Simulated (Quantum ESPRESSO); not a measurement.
## NbZr2O5F3 (input and log of a self-consistent run)

Simulated, not a measurement. The program is pw.x of Quantum ESPRESSO 7.5 (plane-wave density functional theory). The cell is made up: 11 atoms on a fluorite lattice with one site empty, with randomly drawn elements, strain and displacements, not relaxed. PseudoDojo standard norm-conserving files (v0.5 for PBE, v0.4.1 for LDA and PBEsol) set the functional; there is no spin polarisation, spin-orbit coupling or dispersion term, and the masses in the input are unused placeholders. A spin-polarised start on this cell or one of its family kept no moment.

Input:

```
&control calculation='scf', pseudo_dir='./dojo.nc.sr.pbe.v0_5.standard.upf', outdir='./o', disk_io='low', tprnfor=.true., tstress=.true. /
&system ibrav=0, nat=11, ntyp=4, nbnd=50, ecutwfc=107.82251126, nosym=.true., tot_charge=0,
 occupations='smearing', smearing='fd', degauss=0.0018374661
/
&electrons conv_thr=7.350e-09, electron_maxstep=60, /
ATOMIC_SPECIES
F 1.0 F.upf
Nb 1.0 Nb.upf
O 1.0 O.upf
Zr 1.0 Zr.upf
CELL_PARAMETERS angstrom
5.2035 -0.0493 0.0807
-0.0493 5.1629 -0.0059
0.0807 -0.0059 5.1415
ATOMIC_POSITIONS angstrom
Nb 0.0792 0.0054 0.0318
Zr -0.0009 2.5588 2.4311
Zr 2.6594 2.5233 0.0305
O 1.344 1.1742 1.3594
F 1.4968 1.2937 4.0319
O 1.2233 3.9451 1.4161
O 1.3343 3.8884 3.8458
O 3.7491 1.0156 1.4089
O 3.849 1.229 3.8557
F 3.8846 3.8853 1.4013
F 3.9017 3.7641 3.8984
K_POINTS automatic
6 6 6 1 1 1
```

The log is shortened where brackets say so; the opening notice, blank lines, dates and the lines on written files are dropped, and the path of the files is cut. It prints rydbergs, bohrs and kilobars, and counts compression as positive stress. With no partly filled state, the Fermi energy that it prints is only some level between the filled and the empty states on the mesh, and need not lie in the true gap.

```
     Program PWSCF v.7.5
     Parallel version (MPI & OpenMP), running on       4 processor cores
     Number of MPI processes:                 4
     Threads/MPI process:                     1
     [start-up lines left out]
     bravais-lattice index     =            0
     lattice parameter (alat)  =       9.8348  a.u.
     unit-cell volume          =     931.8162 (a.u.)^3
     number of atoms/cell      =           11
     number of atomic types    =            4
     number of electrons       =        88.00
     number of Kohn-Sham states=           50
     kinetic-energy cutoff     =     107.8225  Ry
     charge density cutoff     =     431.2900  Ry
     scf convergence threshold =      7.3E-09
     mixing beta               =       0.7000
     number of iterations used =            8  plain     mixing
     Exchange-correlation= PBE
                           (   1   4   3   4   0   0   0)
     [axes and pseudopotential details left out]
   Cartesian axes
     site n.     atom                  positions (alat units)
         1        Nb     tau(   1) = (   0.0152180   0.0010376   0.0061103  )
         2        Zr     tau(   2) = (  -0.0001729   0.4916648   0.4671276  )
         3        Zr     tau(   3) = (   0.5109947   0.4848435   0.0058605  )
         4        O      tau(   4) = (   0.2582450   0.2256186   0.2612041  )
         5        F      tau(   5) = (   0.2876050   0.2485801   0.7747159  )
         6        O      tau(   6) = (   0.2350530   0.7580376   0.2720988  )
         7        O      tau(   7) = (   0.2563812   0.7471429   0.7389574  )
         8        O      tau(   8) = (   0.7203769   0.1951441   0.2707154  )
         9        O      tau(   9) = (   0.7395723   0.2361482   0.7408597  )
        10        F      tau(  10) = (   0.7464127   0.7465472   0.2692550  )
        11        F      tau(  11) = (   0.7496984   0.7232591   0.7490644  )
     number of k points=   108  Fermi-Dirac smearing, width (Ry)=  0.0018
     Number of k-points >= 100: set verbosity='high' to print them.
     Dense  grid:   140903 G-vectors     FFT dimensions: (  72,  72,  72)
     Estimated max dynamical RAM per process >     576.94 MB
     Estimated total dynamical RAM >       2.15 GB
     Initial potential from superposition of free atoms
     starting charge      87.9929, renormalised to      88.0000
     Starting wfcs are   62 randomized atomic wfcs
     total cpu time spent up to now is       15.4 secs
     per-process dynamical memory:   493.4 Mb
     Self-consistent Calculation
     iteration #  1     ecut=   107.82 Ry     beta= 0.70
     Davidson diagonalization with overlap
     ethr =  1.00E-02,  avg # of iterations =  2.0
     total cpu time spent up to now is       40.6 secs
     total energy              =    -637.86466938 Ry
     estimated scf accuracy    <       5.86102964 Ry
     iteration #  2     ecut=   107.82 Ry     beta= 0.70
     Davidson diagonalization with overlap
     ethr =  6.66E-03,  avg # of iterations =  6.0
     total cpu time spent up to now is       90.8 secs
     total energy              =    -633.21053148 Ry
     estimated scf accuracy    <      59.91755192 Ry
     iteration #  3     ecut=   107.82 Ry     beta= 0.70
     Davidson diagonalization with overlap
     ethr =  6.66E-03,  avg # of iterations =  6.1
     total cpu time spent up to now is      131.4 secs
     total energy              =    -641.12304137 Ry
     estimated scf accuracy    <       1.09305156 Ry
     iteration #  4     ecut=   107.82 Ry     beta= 0.70
     Davidson diagonalization with overlap
     ethr =  1.24E-03,  avg # of iterations =  3.2
     total cpu time spent up to now is      161.4 secs
     total energy              =    -641.17009407 Ry
     estimated scf accuracy    <       0.71921049 Ry
     iteration #  5     ecut=   107.82 Ry     beta= 0.70
     Davidson diagonalization with overlap
     ethr =  8.17E-04,  avg # of iterations =  1.2
     total cpu time spent up to now is      185.7 secs
     total energy              =    -641.11559429 Ry
     estimated scf accuracy    <       0.36670492 Ry
     [iterations 6 to 14 left out]
     iteration # 15     ecut=   107.82 Ry     beta= 0.70
     Davidson diagonalization with overlap
     ethr =  6.21E-09,  avg # of iterations =  2.1
     total cpu time spent up to now is      529.1 secs
     total energy              =    -641.14467185 Ry
     estimated scf accuracy    <       0.00000081 Ry
     iteration # 16     ecut=   107.82 Ry     beta= 0.70
     Davidson diagonalization with overlap
     ethr =  9.24E-10,  avg # of iterations =  5.0
     total cpu time spent up to now is      571.0 secs
     total energy              =    -641.14467206 Ry
     estimated scf accuracy    <       0.00000021 Ry
     iteration # 17     ecut=   107.82 Ry     beta= 0.70
     Davidson diagonalization with overlap
     ethr =  2.36E-10,  avg # of iterations =  2.9
     total cpu time spent up to now is      605.1 secs
     total energy              =    -641.14467208 Ry
     estimated scf accuracy    <       0.00000002 Ry
     iteration # 18     ecut=   107.82 Ry     beta= 0.70
     Davidson diagonalization with overlap
     ethr =  2.48E-11,  avg # of iterations =  5.0
     total cpu time spent up to now is      649.0 secs
     total energy              =    -641.14467209 Ry
     estimated scf accuracy    <       0.00000002 Ry
     iteration # 19     ecut=   107.82 Ry     beta= 0.70
     Davidson diagonalization with overlap
     ethr =  1.97E-11,  avg # of iterations =  2.0
     total cpu time spent up to now is      679.8 secs
     End of self-consistent calculation
     Number of k-points >= 100: set verbosity='high' to print the bands.
     the Fermi energy is     9.4191 ev
!    total energy              =    -641.14467208 Ry
     estimated scf accuracy    <          5.5E-09 Ry
     smearing contrib. (-TS)   =      -0.00000000 Ry
     internal energy E=F+TS    =    -641.14467208 Ry
     The total energy is F=E-TS. E is the sum of the following terms:
     one-electron contribution =    -178.91660213 Ry
     hartree contribution      =     137.26807576 Ry
     xc contribution           =    -140.38849921 Ry
     ewald contribution        =    -459.10764651 Ry
     convergence has been achieved in  19 iterations
     Forces acting on atoms (cartesian axes, Ry/au):
     atom    1 type  2   force =     0.10013395    0.04861443    0.09007020
     atom    2 type  4   force =     0.04776905   -0.05323705   -0.00720890
     atom    3 type  4   force =    -0.03568249   -0.07444724    0.02694606
     atom    4 type  3   force =    -0.11483734    0.06238260   -0.06986715
     atom    5 type  1   force =    -0.08010659   -0.01126282   -0.01399341
     atom    6 type  3   force =    -0.07674684   -0.05097201   -0.09175349
     atom    7 type  3   force =    -0.09556671   -0.01531186    0.09596487
     atom    8 type  3   force =     0.11137936    0.09207847   -0.09456796
     atom    9 type  3   force =     0.11119921    0.04582191    0.07740428
     atom   10 type  1   force =     0.00864018   -0.06280369   -0.04240849
     atom   11 type  1   force =     0.02381824    0.01913726    0.02941398
     Total force =     0.394076     Total SCF correction =     0.000189
     Computing stress (Cartesian axis) and pressure
          total   stress  (Ry/bohr**3)                   (kbar)     P=     -155.07
  -0.00118465   0.00058106   0.00008127         -174.27       85.48       11.96
   0.00058106  -0.00110231  -0.00024815           85.48     -162.15      -36.50
   0.00008127  -0.00024815  -0.00087547           11.96      -36.50     -128.79
     init_run     :     13.83s CPU     14.49s WALL (       1 calls)
     electrons    :    661.60s CPU    664.42s WALL (       1 calls)
     forces       :      4.92s CPU      4.94s WALL (       1 calls)
     stress       :     16.46s CPU     16.48s WALL (       1 calls)
     [timing details left out]
     PWSCF        :  11m37.89s CPU  11m41.52s WALL
     JOB DONE.
```

In other units: free energy -8723.218 eV for the cell, pressure -15.51 GPa, largest force component 2.953 eV/Å. This run is the check on a run of the same cell at 1143 eV and a 4 x 4 x 4 mesh: rerunning at 1467 eV and a 6 x 6 x 6 mesh moved values by no more than 0.002 eV in energy, 0.06 GPa in stress and 0.006 eV/Å in force.